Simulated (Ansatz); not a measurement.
This cell of CaO (rock salt) is off equilibrium:

```yaml
crystal:
  lattice:
    - [0.00000, 2.41535, 2.41535]
    - [2.41535, 0.00000, 2.41535]
    - [2.41535, 2.41535, 0.00000]
  atoms:
    - { symbol: O, position: [0.00000, 0.00000, 0.00000] }
    - { symbol: Ca, position: [0.53975, 0.46025, 0.46025] }
```

These are PBE (plane waves to 420 eV, PAW, scalar-relativistic; Ansatz, a first-principles code) values and carry that method's errors. k mesh 10×10×10 (Γ-centred), Fermi-Dirac smearing 0.05 eV. Energies are smeared free energies. Compression counts positive. CaO was relaxed with its symmetry unable to fall.

**Question.** Predict the force on every atom, in eV/Å.

**Answer.** 
```
atom      Fx     Fy     Fz
----  ------  -----  -----
O1    -0.667  0.000  0.000
Ca2    0.667  0.000  0.000
```

**Question.** What is the stress tensor (GPa)?

**Answer.** 
```
   5.03     0.00     0.00
   0.00    -0.24     0.00
   0.00     0.00    -0.24
```
The pressure, a third of the trace, is 1.52 GPa.

**Question.** In it atom 2 sits (-0.192, 0.000, 0.000) Å away from its relaxed site. What is its energy relative to the relaxed cell?

**Answer.** 57.3 meV/cell.

(For displaced atoms, the force is minus the slope of the energy, and its curvature is a force constant, which sets phonon frequencies.)
